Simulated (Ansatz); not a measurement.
Ga2O3 (corundum)

```xyz
10
Lattice="2.4923 1.4389 4.4806 -2.4923 1.4389 4.4806 0.0000 -2.8778 4.4806" Properties=species:S:1:pos:R:3 pbc="T T T"
Ga     0.0000     0.0000    11.4980
Ga     0.0000     0.0000     8.6645
Ga     0.0000     0.0000     1.9437
Ga     0.0000     0.0000     4.7772
O     -0.9788    -1.4389     5.6007
O      1.7356    -0.1282     5.6007
O     -0.7567     1.5672     5.6007
O      0.9788     1.4389     7.8410
O     -1.7356     0.1282     7.8410
O      0.7567    -1.5672     7.8410
```

This relaxed cell (volume V₀) is scaled evenly in all directions, its shape held. The atoms relax within the cell's symmetry.

All values below come from r2SCAN (plane waves to 500 eV, PAW, scalar-relativistic; Ansatz, a program for electronic structure). k mesh 9×9×9 (Γ-centred), Fermi-Dirac smearing 0.05 eV. Compression counts positive. Ga2O3 was relaxed with its symmetry unable to fall.

At one point of the scan the stress tensor (GPa) is:

```
    3.8      0.0      0.0
    0.0      3.8      0.0
    0.0      0.0      3.4
```

Which point is it?
(A) V/V₀ = 0.970
(B) V/V₀ = 0.985
(C) V/V₀ = 0.940
(D) V/V₀ = 0.955

B, V/V₀ = 0.985

(Under strain, the slope of the energy per volume gives the stress and its curvature an elastic modulus.)
